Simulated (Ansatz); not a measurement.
A generator proposed this cell of TaSiO4.

```yaml
crystal:
  lattice:
    - [3.47819, 0.00000, 0.00000]
    - [-1.73910, 3.01220, 0.00000]
    - [0.00000, 0.00000, 6.31936]
  atoms:
    - { symbol: Ta, position: [0.00000, 0.00000, 0.50000] }
    - { symbol: Si, position: [0.00000, 0.00000, 0.00000] }
    - { symbol: O, position: [0.00000, 0.00000, 0.80464] }
    - { symbol: O, position: [0.00000, 0.00000, 0.19536] }
    - { symbol: O, position: [0.33333, 0.66667, 0.50000] }
    - { symbol: O, position: [0.66667, 0.33333, 0.50000] }
```

Theory: DFT PBE, scalar-relativistic, plane waves, PAW (Ansatz). Settings: cutoff 420 eV, Γ-centred mesh 6×6×4 on the computed 6-atom cell, Gaussian smearing of 0.10 eV; no spin polarisation.

The zero of energy is the elements' standard structures at the same level (O₂ as a molecule); no fitted shifts are applied.

Question: How far from equilibrium is it?

Answer: The pressure is 116.2 GPa (the mean over three directions, positive in compression), the largest force is 34.36 eV/Å, and the energy is +0.01 eV/atom against the elements. The shortest distance is 1.23 Å, so close that the PAW spheres overlap strongly and these values are rough.

Question: Is it a good guess?

Answer: A poor one: relaxing gains about 1.8 eV/atom (the start's value is from the coarse mesh, so the gain is rough) in 14 ionic steps and ends at −1.76 eV/atom on the finer mesh. The symmetry stays P6/mmm (No. 191). The volume per atom grows by 27.6 %, from 11.0 to 14.1 Å³. The shortest distance goes from 1.23 Å (Si–O) to 1.57 Å (Si–O). Conventional cell: a = 3.666 Å, c = 7.256 Å. Around Ta lie 8 O at 2.05–2.12 Å; around Si lie 2 O at 1.57 Å; O on a site of symmetry 6mm is surrounded by 1 Si at 1.57 Å and 1 Ta at 2.05 Å; 1 more site not described.

The last run used a 12×12×6 mesh (in the run's order of axes) for its 6-atom cell and Gaussian smearing of 0.10 eV. Spin–orbit coupling, which can matter for Ta, is left out. An odd number of electrons in the primitive cell allows no gap without spin; a larger cell or a magnetic state could open one. The relaxation can't lower the symmetry of the start, and the grade says only how near the guess is to its own end. Symmetry constrained the relaxation, so the result can be a saddle point. Another cell of TaSiO4 relaxed alike, in P4/mmm, lies 246 meV/atom lower, so this cell isn't the stable form at this level.
